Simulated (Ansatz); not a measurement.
Computed properties of CuAu$_{3}$

CuAu₃:
```cif
data_Au3Cu
_chemical_formula_sum 'Cu1 Au3'
_space_group_name_H-M_alt 'P 1'
_space_group_IT_number 1
_cell_length_a 3.93686
_cell_length_b 3.93686
_cell_length_c 3.93686
_cell_angle_alpha 90.000
_cell_angle_beta 90.000
_cell_angle_gamma 90.000
loop_
_space_group_symop_operation_xyz
  'x, y, z'
loop_
_atom_site_label
_atom_site_type_symbol
_atom_site_fract_x
_atom_site_fract_y
_atom_site_fract_z
_atom_site_occupancy
Cu1 Cu 0.00000 0.00000 0.00000 1
Au1 Au 0.50000 0.50000 0.00000 1
Au2 Au 0.00000 0.50000 0.50000 1
Au3 Au 0.50000 0.00000 0.50000 1
```

Space group Pm-3m (No. 221), Cu3Au type; conventional cell a = 3.937 Å, b = 3.937 Å, c = 3.937 Å, α = 90.00°, β = 90.00°, γ = 90.00°.

Method: LDA (plane waves, PAW; program Ansatz). The cell and atoms are relaxed at this level. Other levels are named where they apply.

Cell and energy:

```
Quantity                                                       Result
-----------------------------------------------------  --------------
Volume per atom                                              15.25 Å³
Density                                                   17.81 g/cm³
Formation energy from the elements (no fitted shifts)  -0.019 eV/atom
```

Electronic structure:

```
Quantity                                                                     Value
------------------------------------  --------------------------------------------
Electronic character                                             metallic (no gap)
Density of states at the Fermi level  0.24 states/eV per atom (mean over ±0.08 eV)
```

Mechanics:

```
Property                                                                      Result
--------------------------------------------  --------------------------------------
Bulk modulus (Birch–Murnaghan fit)                                           190 GPa
Pressure derivative B′                                                           5.7
Elastic constants (relaxed ions, GPa)               C11 = 224, C12 = 177, C44 = 49.8
Mechanical stability                          stable (all eigenvalues of C positive)
Hill bulk and shear moduli                                          192 and 36.8 GPa
Young's modulus                                                              104 GPa
Poisson's ratio                                                                 0.41
Debye temperature from the elastic constants                                   196 K
```

Phonons:

```
Property                                        Value
-----------------------------  ----------------------
Highest zone-centre frequency                175 cm⁻¹
Zone-centre stability          no imaginary mode at Γ
```

The workflow started from a Materials Project entry (that database holds measured and hypothetical structures alike); the Crystallography Open Database files this formula in space group No. 221, but the cells were not matched. Whether it is the stable phase at ambient conditions was not checked. Symmetry was held in the LDA relaxation. No spin polarisation was allowed. As this level gives no gap, shear constants depend on the k-mesh and smearing (Fermi–Dirac, 0.1 eV here). As this level gives no gap, phonon frequencies hold no LO–TO term and depend on the k-mesh and smearing (Fermi–Dirac, 0.1 eV here). The references are the lowest solids computed at this level, not always the standard phases. Spin–orbit coupling is left out wherever it is not named.

Potentials: the later of the program's two PAW sets.
